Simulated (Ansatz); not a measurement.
Sb₂Se₃, one structure, two calculations

Cell: a COD entry (perhaps calculated rather than measured), its atoms then relaxed with PBE in this cell.

Space group Pnma (No. 62); a = 11.7940, b = 3.9860, c = 11.6480 Å.

| site | Wyckoff | site symmetry | x | y | z |
| --- | --- | --- | --- | --- | --- |
| Sb1 | 4c | .m. | 0.5255 | 0.2500 | 0.1722 |
| Sb5 | 4c | .m. | 0.6483 | 0.7500 | 0.4613 |
| Se9 | 4c | .m. | 0.6280 | 0.7500 | 0.0538 |
| Se13 | 4c | .m. | 0.7141 | 0.2500 | 0.3053 |
| Se17 | 4c | .m. | 0.4445 | 0.7500 | 0.3698 |

One atom of each set is listed.

First run. The numbers come from a DFT calculation in Ansatz (PBE, plane waves and PAW, scalar-relativistic, 420 eV cutoff, Γ-centred 3×7×3 k-points, Fermi–Dirac smearing 0.02 eV).

```
site  V_zz (10²¹ V/m²)     η
 Sb1            -10.79  0.47
 Sb5            -14.07  0.01
 Se9             -27.0  0.16
Se13              7.93  0.60
Se17             15.54  0.89
```

Second run. The same atoms and settings, except that the functional is r2SCAN and the cutoff is 500 eV.

Task: Given the first result, estimate the second.

Result: 

```tsv
site	V_zz	η	change of V_zz
Sb1	-11.97	0.47	-1.18
Sb5	-15.69	0.03	-1.62
Se9	-28.4	0.17	-1.44
Se13	8.22	0.69	+0.29
Se17	16.83	0.83	+1.29
```

The largest change of V_zz is on Sb5, from -14.07 to -15.69. In per cent, |V_zz| changes by +11 on Sb, +4 to +8 on Se (all sites that start above 0.5).

Without spin–orbit coupling (the program notes it for Sb) the gradients can shift somewhat, as the gap is small. With these PAW files V_zz is typically within 2 to 3 % of all-electron values, but misses above 10 % occur on Sb.
For the second run: The largest force is 0.3 eV/Å, so the atoms aren't at the calculated equilibrium and relaxing them would move these values.
